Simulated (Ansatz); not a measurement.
In plane-wave PAW PBE (Ansatz code), SnC in the wurtzite structure (P6_3mc) relaxes to a = 3.592 Å, c = 5.880 Å. Sn has 4 nearest neighbours from 2.20 Å (tetrahedral); C has 4 nearest neighbours from 2.20 Å (tetrahedral). Its formation energy from the elements is 0.82 eV/atom, with no fitted shifts.

It is gapped at this level: 0.80 eV (direct). The valence maximum lies at Γ and the conduction minimum at Γ. Gap from PBE with spin–orbit coupling: 0.78 eV. The electron mass is 0.073, 0.085, 0.085 mₑ (principal values).

The bulk modulus is 123 GPa.

The start of the workflow was typed in or built on a structure type; neither database checked (COD, Materials Project) lists it. Whether it is the stable phase at ambient conditions was not checked. The cell was relaxed with PBE under the symmetry of its start; its stability against distortions is not shown here. Its formation energy is positive at this level, so the cell may be metastable or incomplete. The references are the lowest solids computed at this level, not always the standard phases. Scalar-relativistic: spin–orbit coupling is off unless named, which matters more the heavier the elements.

Potentials: the earlier of the program's two PAW sets.
